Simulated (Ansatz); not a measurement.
The relaxed structure here is a generated cell of CuI: the first start was made by placing the elements on the sites of a structure type, and the end was not matched to a known phase here, so it may be hypothetical. Known forms of CuI include space group No. 216.

A relaxed structure of CuI. Level of theory: r2SCAN (plane waves to 500 eV, PAW, scalar-relativistic; Ansatz, an electronic-structure program).

```xyz
2
Lattice="3.9338 0.0000 0.0000 -1.9669 3.4068 0.0000 0.0000 0.0000 3.6929" Properties=species:S:1:pos:R:3 pbc="T T T"
Cu     0.0000     0.0000     0.0000
I      1.9669     1.1356     1.8465
```

Problem. Determine the symmetry and give the standard cell with its independent sites.

Solution. Space group P-6m2 (No. 187); a = b = 3.934 Å, c = 3.693 Å, α = β = 90.00°, γ = 120.00°

| atom | site | symmetry | x | y | z |
|---|---|---|---|---|---|
| Cu | 1a | -6m2 | 0.0000 | 0.0000 | 0.0000 |
| I | 1f | -6m2 | 0.6667 | 0.3333 | 0.5000 |

This is the AFLOW prototype AB_hP2_187_d_a (B_h, as in WC).

Problem. Give the shortest distances between elements (the closest pairs, up to four, under 3.6 Å).

Solution. Cu–I 2.93 Å.

* **Volume per atom**: 24.75 Å³
* **Density**: 6.39 g/cm³
* **Band gap**: no gap on the sampled points, where the bands overlap only slightly; such a result is sensitive to mesh and level

No spin polarisation in the result.

The run could not lower the symmetry of its start; a shaken copy of this end point relaxes with r2SCAN to F-43m (No. 216), 0.42 eV/atom lower.
